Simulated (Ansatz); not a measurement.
The start is a relaxed TiC cell, doubled along one cell vector, shaken by Gaussian noise of σ = 0.08 Å a coordinate. The structure is fully relaxed (lattice and positions, P = 0) with PBEsol (plane waves to 420 eV, PAW, scalar-relativistic; Ansatz, an electronic-structure program). The first steps use a coarse 4×7×5 k-mesh.

Starting cell:
```
TiC
1.0
    5.84874     0.00000     0.00000
    0.00000     3.13270     0.00000
    0.00000     0.00000     4.62498
C Ti
4 4
Cartesian
  1.51475   1.57720   3.08926
  4.27826   1.51130   2.97031
  1.47461   1.62766   1.47644
  4.52694   1.58968   1.65211
  0.03544   0.11345   2.38419
  2.83825  -0.18511   2.23008
  0.02881   1.74330  -0.02787
  2.92331   1.72817  -0.09000
```

```yaml
initial_pressure: "+6 GPa (positive: the cell is compressed)"
largest_initial_force: about 3.9 eV/Å, on C4 (atoms numbered as listed)
Shortest distances (start → end): "The closest pairs of elements (up to four, under 3.6 Å), start → end: C–C 1.34 → 1.47 Å; C–Ti 2.02 → 2.15 Å; Ti–Ti 2.61 → 2.79 Å"
optimiser_moves: 8
```

Final values are on a 16×15×10 k-mesh of the relaxed cell. No spin polarisation in the result.

The relaxed structure here is a generated cell of TiC: the first start was made by a random draw of sites in a space group, and the end was not matched to a known phase here, so it may be hypothetical. Known forms of TiC include space group No. 225.
